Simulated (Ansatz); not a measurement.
# Sr, A15: geometry optimisation

Theory: DFT, r2SCAN, plane waves (500 eV) with PAW, scalar-relativistic (Ansatz). The PAW files were generated under PBE, with cores re-solved for the functional.

k-point mesh 4×4×4, Fermi-Dirac smearing 0.1 eV, no spin polarisation. Cell and atoms relax.

Starting structure:

```
CELL_PARAMETERS angstrom
7.66624 0.00000 0.00000
0.00000 7.66624 0.00000
0.00000 0.00000 7.66624
ATOMIC_POSITIONS crystal
Sr 0.00000 0.00000 0.00000
Sr 0.50000 0.50000 0.50000
Sr 0.25000 0.00000 0.50000
Sr 0.75000 0.00000 0.50000
Sr 0.50000 0.25000 0.00000
Sr 0.50000 0.75000 0.00000
Sr 0.00000 0.50000 0.25000
Sr 0.00000 0.50000 0.75000
```

Q: What cell does the relaxation end in?

A: Pm-3n with a = 7.694 Å; 56.93 Å³ per atom against 56.32 at the start (1.1 %).

Q: How much energy does the relaxation gain?

A: 0.2 meV per atom.

Path of the relaxation (the plane waves are chosen anew near the end, which can shift the energy a little):

```
step  E − E(final) (meV/atom)  V (Å³/atom)  P (GPa)  max force (eV/Å)
   0                     0.24       56.319     0.13             0.000
   1                     0.11       56.565     0.08             0.000
   2                     0.05       56.926     0.00             0.000
   3                     0.00       56.926     0.00             0.000
```
